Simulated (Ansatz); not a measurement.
# TiB₂: from a starting cell to a relaxed one

The start is a randomly generated symmetric cell of TiB2 (space group No. 123). Cell shape, volume and atoms are optimised at zero target pressure with r2SCAN (plane waves to 500 eV, PAW, scalar-relativistic; Ansatz, an electronic-structure program). The first steps use a coarse 8×8×6 k-mesh.

Initial structure:
```yaml
crystal:
  lattice:
    - [2.96859, 0.00000, 0.00000]
    - [0.00000, 2.96859, 0.00000]
    - [0.00000, 0.00000, 3.69877]
  atoms:
    - { symbol: B, position: [0.00000, 0.50000, 0.50000] }
    - { symbol: B, position: [0.50000, 0.00000, 0.50000] }
    - { symbol: Ti, position: [0.00000, 0.00000, 0.00000] }
```

### Question
How large is the pressure on the unrelaxed cell, and of which sign?

### Answer
-14 GPa (negative: the cell is under tension).

### Question
By how much does the energy per atom fall from start to end?

### Answer
0.06 eV/atom.

### Question
How does the volume change?

### Answer
-6.7 %, from 10.87 to 10.13 Å³/atom.

### Question
How do the shortest distances between atoms change?

### Answer
The closest pairs of elements (up to four, under 3.6 Å), start → end: B–B 2.10 → 2.09 Å; B–Ti 2.37 → 2.28 Å; Ti–Ti 2.97 → 2.96 Å.

### Question
What band gap does the relaxed structure have at this level?

### Answer
Zero (metallic).

The space group stays P4/mmm (No. 123) (the run could not lower it), with 3 atoms in the primitive cell. Final values are on a 16×16×13 k-mesh of the relaxed cell. No spin polarisation in the result.

The run could not lose the symmetry of its start: the end is stationary, and may be a saddle point rather than a minimum.

All atoms sit on sites fixed by symmetry, so only the cell could relax.

The relaxed structure here is a generated cell of TiB2: the first start was made by a random draw of sites in a space group, and the end was not matched to a known phase here, so it may be hypothetical. Known forms of TiB2 include space group No. 191.
